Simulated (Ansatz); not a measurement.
In r²SCAN (plane waves, PAW; program Ansatz), GaAs in the cubic phase (Pm-3n; Ga on 6c, As on 6d) relaxes to a = 6.988 Å.

The Kohn–Sham gap is 0.79 eV (direct). The valence maximum lies at Γ and the conduction minimum at Γ. The screened hybrid HSE06 puts the gap at 1.20 eV. Gap from r²SCAN with spin–orbit coupling: 0.71 eV. Electrons at the band edge weigh 0.048 mₑ (isotropic).

An equation-of-state fit gives a bulk modulus of 54.6 GPa. The relaxed-ion elastic constants in GPa are C11 = 108, C12 = 28.1, C44 = 20.0. The elastic constants imply a Debye temperature near 273 K. Bader charges are Ga +0.76, As -0.76 e.

The start of the workflow was typed in or built on a structure type; neither database checked (COD, Materials Project) lists it. It is not the phase usual at ambient conditions (space group No. 216). Symmetry was held in the r²SCAN relaxation; whether a distortion lowers the energy is not shown. The volume moved by 22 % from the start of the relaxation. Spin–orbit coupling is left out wherever it is not named.

Potentials: the later of the program's two PAW sets.
